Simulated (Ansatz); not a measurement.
GaAs (wurtzite, P6_3mc) at seven volumes, LDA (plane waves, PAW; program Ansatz), shape and atoms relaxed at each. One row is withheld.

| V (Å³/atom) | P (GPa) |
|---|---|
| 19.993 | 8.69 |
| 20.652 | 5.30 |
| 21.311 | 2.43 |
| 21.970 | 0.00 |
| 22.629 | -2.05 |
| 23.288 | -3.77 |
| 23.947 | ? |

**Question.** Fit the shown pressures and predict the withheld one.

**Answer.** P = (3/2)B₀(x^(7/2) − x^(5/2))[1 + (3/4)(B′ − 4)(x − 1)] with x = (V₀/V)^(2/3). Least squares on the six rows gives V₀ = 21.971 Å³/atom, B₀ = 74.1 GPa, B′ = 4.59. At V = 23.947, x = 0.9442 and P = -5.24 GPa. The run itself gave -5.16 GPa.

The first step of the workflow began from a Materials Project structure, measured or hypothetical; the Crystallography Open Database copy checked does not list it. It is not the phase usual at ambient conditions (space group No. 216). The cell was relaxed with LDA under the symmetry of its start; phonons on a q-mesh show no instability.

Potentials: the later of the program's two PAW sets.
